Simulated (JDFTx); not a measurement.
An input for a modified build of JDFTx (Pt(111), linear PCM (GLSSA13), water, 1 M NaF; bohr, hartree) and the course of its log:

```
lattice \
  5.2689874820 2.6344937410 0.0000000000 \
  0.0000000000 4.5630770189 0.0000000000 \
  0.0000000000 0.0000000000 73.3213736355
coords-type Lattice
ion Pt 0.0000000000 0.0000000000 -0.0880120640 0
ion Pt 0.3333333333 0.3333333333 -0.0293373550 0
ion Pt 0.6666666667 0.6666666667 0.0293373550 0
ion Pt 0.0000000000 0.0000000000 0.0880120640 0
ion-species pseudo/pt_pbe_v1.4.upf
elec-cutoff 20 100
elec-ex-corr gga-PBE
coulomb-interaction Slab 001
coulomb-truncation-embed 0 0 0
kpoint-folding 8 8 1
elec-smearing Fermi 0.01
elec-n-bands 43
electronic-scf nIterations 100 energyDiffThreshold 1e-08
fluid LinearPCM
pcm-variant GLSSA13
fluid-solvent H2O
fluid-cation Na+ 1
fluid-anion F- 1
fluid-minimize nIterations 400 knormThreshold 1e-11
wavefunction read vac.wfns
elec-initial-eigenvals vac.eigenvals
dump-name f0.$VAR
dump End State Ecomponents EigStats BandEigs Forces ElecDensity IonicPositions Fillings Kpoints Dtot FluidDebug BoundCharge FluidDensity
```

```
[one cycle in 5 is shown, and the last three; fluid-solver lines are left out]
	FillingsUpdate:  mu: -0.198359407  nElectrons: 64.000000
SCF: Cycle:  0   F: -355.805588684115719   dF: -6.317e-07   |Residual|: 4.153e-04   |deigs|: 2.277e-05
	FillingsUpdate:  mu: -0.198244706  nElectrons: 64.000000
SCF: Cycle:  5   F: -355.805590605356485   dF: -9.804e-08   |Residual|: 7.378e-05   |deigs|: 3.953e-05
	FillingsUpdate:  mu: -0.198251049  nElectrons: 64.000000
SCF: Cycle: 10   F: -355.805590612854303   dF: +8.493e-08   |Residual|: 7.270e-05   |deigs|: 1.828e-05
	FillingsUpdate:  mu: -0.198280028  nElectrons: 64.000000
SCF: Cycle: 15   F: -355.805590681220451   dF: -2.444e-08   |Residual|: 3.319e-05   |deigs|: 2.797e-05
	FillingsUpdate:  mu: -0.198258186  nElectrons: 64.000000
SCF: Cycle: 20   F: -355.805590687709355   dF: +1.583e-08   |Residual|: 3.030e-05   |deigs|: 1.106e-05
	FillingsUpdate:  mu: -0.198287532  nElectrons: 64.000000
SCF: Cycle: 25   F: -355.805590564364763   dF: +1.307e-07   |Residual|: 9.377e-05   |deigs|: 5.184e-05
	FillingsUpdate:  mu: -0.198276602  nElectrons: 64.000000
SCF: Cycle: 30   F: -355.805590570312575   dF: +1.319e-07   |Residual|: 9.436e-05   |deigs|: 2.673e-05
	FillingsUpdate:  mu: -0.198270145  nElectrons: 64.000000
SCF: Cycle: 35   F: -355.805590706039084   dF: -6.739e-08   |Residual|: 1.176e-05   |deigs|: 3.613e-05
	FillingsUpdate:  mu: -0.198301349  nElectrons: 64.000000
SCF: Cycle: 40   F: -355.805590698488402   dF: -1.660e-08   |Residual|: 2.304e-05   |deigs|: 7.382e-05
	FillingsUpdate:  mu: -0.198252270  nElectrons: 64.000000
SCF: Cycle: 45   F: -355.805590706279929   dF: -2.227e-07   |Residual|: 1.562e-05   |deigs|: 3.539e-05
	FillingsUpdate:  mu: -0.198233070  nElectrons: 64.000000
SCF: Cycle: 50   F: -355.805590644959750   dF: +4.480e-08   |Residual|: 3.875e-05   |deigs|: 2.910e-05
	FillingsUpdate:  mu: -0.198280369  nElectrons: 64.000000
SCF: Cycle: 55   F: -355.805590691517807   dF: -1.436e-08   |Residual|: 3.904e-05   |deigs|: 5.276e-05
	FillingsUpdate:  mu: -0.198217440  nElectrons: 64.000000
SCF: Cycle: 60   F: -355.805590679133104   dF: -7.482e-09   |Residual|: 3.022e-05   |deigs|: 7.221e-05
	FillingsUpdate:  mu: -0.198236144  nElectrons: 64.000000
SCF: Cycle: 65   F: -355.805590644406834   dF: +5.176e-08   |Residual|: 4.048e-05   |deigs|: 3.656e-05
	FillingsUpdate:  mu: -0.198305235  nElectrons: 64.000000
SCF: Cycle: 70   F: -355.805590694330022   dF: -1.139e-08   |Residual|: 2.144e-05   |deigs|: 7.239e-05
	FillingsUpdate:  mu: -0.198225466  nElectrons: 64.000000
SCF: Cycle: 75   F: -355.805590684507649   dF: +1.681e-09   |Residual|: 2.618e-05   |deigs|: 7.532e-05
	FillingsUpdate:  mu: -0.198278717  nElectrons: 64.000000
SCF: Cycle: 80   F: -355.805590706594955   dF: -3.625e-08   |Residual|: 1.162e-05   |deigs|: 5.519e-05
	FillingsUpdate:  mu: -0.198226774  nElectrons: 64.000000
SCF: Cycle: 85   F: -355.805590679475870   dF: -5.522e-08   |Residual|: 2.757e-05   |deigs|: 6.748e-05
	FillingsUpdate:  mu: -0.198266899  nElectrons: 64.000000
SCF: Cycle: 90   F: -355.805590705847806   dF: -7.792e-08   |Residual|: 1.541e-05   |deigs|: 3.386e-05
	FillingsUpdate:  mu: -0.198231655  nElectrons: 64.000000
SCF: Cycle: 95   F: -355.805590674688631   dF: +2.321e-08   |Residual|: 2.805e-05   |deigs|: 6.797e-05
	FillingsUpdate:  mu: -0.198224407  nElectrons: 64.000000
SCF: Cycle: 97   F: -355.805590676219822   dF: +2.016e-08   |Residual|: 2.588e-05   |deigs|: 7.520e-05
	FillingsUpdate:  mu: -0.198307752  nElectrons: 64.000000
SCF: Cycle: 98   F: -355.805590695617354   dF: -1.940e-08   |Residual|: 1.954e-05   |deigs|: 7.942e-05
	FillingsUpdate:  mu: -0.198225679  nElectrons: 64.000000
SCF: Cycle: 99   F: -355.805590679104114   dF: +1.651e-08   |Residual|: 2.477e-05   |deigs|: 7.821e-05
SCF: None of the convergence criteria satisfied after 100 iterations.
IonicMinimize: Iter:   0  F: -355.805590679104114  |grad|_K:  0.000e+00
IonicMinimize: Converged (|grad|_K<1.000000e-04).
```

This run gave no converged result. The loop ran out of cycles short of its threshold. It has stalled and not diverged: the last ten energies span 7e-08 Ha, so the total is near its end, but levels, forces and charges aren't shown converged.
